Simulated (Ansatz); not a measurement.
Hf6Ga2Fe: input and output

input.yaml (Ansatz 0.2.0)

```yaml
crystal:
  lattice:
    - [8.417387, 0.0, 0.0]
    - [-4.208694, 7.289674, 0.0]
    - [0.0, 0.0, 3.571016]
  atoms:
    - { symbol: Hf, position: [0.2531, 0.0, 0.5] }
    - { symbol: Hf, position: [0.7469, 0.7469, 0.5] }
    - { symbol: Hf, position: [0.0, 0.2531, 0.5] }
    - { symbol: Ga, position: [0.3333, 0.6667, 0.5] }
    - { symbol: Ga, position: [0.6667, 0.3333, 0.5] }
    - { symbol: Fe, position: [0.0, 0.0, 0.0] }
    - { symbol: Hf, position: [0.6035, 0.0, 0.0] }
    - { symbol: Hf, position: [0.3965, 0.3965, 0.0] }
    - { symbol: Hf, position: [0.0, 0.6035, 0.0] }
  symmetry: { tolerance: 0.0003 }
kpoints:
  mp_grid: { grid: [5, 5, 9], shift: [0, 0, 0] }
  band_path:
    path:
      - [0.0, 0.0, 0.0]
      - [0.5, 7.0e-08, 0.0]
      - [0.33333333, 0.33333341, 0.0]
      - [0.0, 0.0, 0.0]
      - [0.0, 0.0, 0.5]
      - [0.5, 7.0e-08, 0.5]
      - [0.33333333, 0.33333341, 0.5]
      - [0.0, 0.0, 0.5]
      - [0.5, 7.0e-08, 0.5]
      - [0.5, 7.0e-08, 0.0]
      - [0.33333333, 0.33333341, 0.5]
    npoints: 6
magnetization:
  spin_polarized: false
scf:
  occupations: { method: fermi_dirac }
  lower_state_search: "off"
  max_iter: 200
hamiltonian:
  pseudopotentials: { kind: paw }
  xc: pbesol
basis:
  ecutwfc: 420
  fft_grid_basis: typed
output:
  forces: true
  stress: true
  eigenvalues: true
  bader: true
  populations: true
  elf: true
  write_potential: true
  volumetric_format: npy
  dos:
    e_range: [-12, 8]
    de: 0.05
    projected: { site_lists: { Fe: [Fe], Ga: [Ga], Hf: [Hf] } }
checkpoint:
  read: saved_state
```

The run starts from an earlier solution of this cell. 

Excerpt of what it printed:

```
Warning: the atoms were moved onto the symmetric positions of the space group found under crystal.symmetry.tolerance 3.0e-4 (fractional; no operation is sought that the atoms, as they stand in a round, miss by more than twice it, and no atom is moved by as much as it), and the run uses the moved positions.
Pseudopotentials: kind: paw
Pseudopotential: Hf, paw, valence charge 26, recommended cutoff 420 eV (normal), Hf.paw.azcp
Pseudopotential: Ga, paw, valence charge 13, recommended cutoff 420 eV (normal), Ga.paw.azcp
Pseudopotential: Fe, paw, valence charge 16, recommended cutoff 420 eV (normal), Fe.paw.azcp
Functional definition: PBEsol
  exchange = pbesol_x
  correlation = pbesol_c
Crystal: 9 atoms, lattice volume = 219.118 Å³
Basis set: ecut = 420 eV, 4253 PW (Γ), exchange–correlation on 120×120×48 points (8 copies of the dense FFT grid, shifted against one another)
Bands: 119, of which v1, the nominal top of the filled ones, is band 99 counted from 1 (98 counted from 0)
Symmetry: 12 space group operations
Space group: P-62m (ITA 189), of the structure as read, at distance tolerance 1.8e-3 Å
k-points: 25 of 225 (time reversal used)
Initial density: read from a saved state, or passed on in memory by an earlier SCF of this step, an earlier step, the calling program or the single point that the run made first
Functional: x = pbesol(κ = 0.804, μ = 0.1235), c = pbesol(β = 0.046)
Free energy (F): -105522.5953 eV
Harris-Foulkes:  -105522.5953 eV  (|F-HF|=1.54e-8)
Internal energy: -105522.2174 eV  (E = F + TS)
E sigma→0 (E₀):  -105522.4064 eV
Entropy (-TS):   -0.3779 eV (-41.987 meV/atom)
Fermi energy:    14.0035 eV
--- Per-component energies (eV) ---
  E_band       = -970.3652
  E_kinetic    = 3073.1804
  E_local      = -40867.4020  (includes V_loc(G=0)·N_el)
  E_nonlocal   = -6371.7509
  E_hartree    = 18800.0344
  E_xc         = -2017.2716
  E_vxc        = -1832.8782  (∫ρ·V_xc dr)
  E_paw        = -46061.5927  (= ΣΔE_a)
  E_vpaw       = 7428.4124  (= ΣTr[D̂ρ^β])
  E_aug_tail   = 0.0006  (compensation charges beyond the density's cutoff)
  E_ewald      = -32086.8275
  E_core_change = 9.4117  (= ΣΔE_core)
  E_smearing   = -0.3779  (= −TS)
--- Forces (eV/Å), atoms counted from 1 ---
  atom   1  Hf    -1.0200     0.0000     0.0000
  atom   2  Hf     0.5100     0.8833     0.0000
  atom   3  Hf     0.5100    -0.8833     0.0000
  atom   4  Ga     0.0000     0.0000     0.0000
  atom   5  Ga     0.0000     0.0000     0.0000
  atom   6  Fe     0.0000     0.0000     0.0000
  atom   7  Hf     0.2751     0.0000     0.0000
  atom   8  Hf    -0.1375    -0.2382     0.0000
  atom   9  Hf    -0.1375     0.2382     0.0000
--- Stress (GPa, compression-positive) ---
      -21.5065       0.0000       0.0000
        0.0000     -21.5065       0.0000
        0.0000       0.0000     -20.9239
  P = ⅓ Tr σ = -21.3123 GPa (-213.123 kbar)
--- Bader charges: 9 sites ---
  site symbol  charge [e]  shift [e]
     0     Hf      0.6998     0.0000
     1     Hf      0.6999     0.0000
     2     Hf      0.6998     0.0000
     3     Ga     -1.1910     0.0000
     4     Ga     -1.1910     0.0000
     5     Fe     -1.6635     0.0000
     6     Hf      0.6487     0.0000
     7     Hf      0.6487     0.0000
     8     Hf      0.6487     0.0000
```

Origin: a known structure type with other elements, at an estimated volume, so it need not be a known compound. Caveats: no spin polarisation, so a magnetic state may lie lower; atoms or cell far from equilibrium.
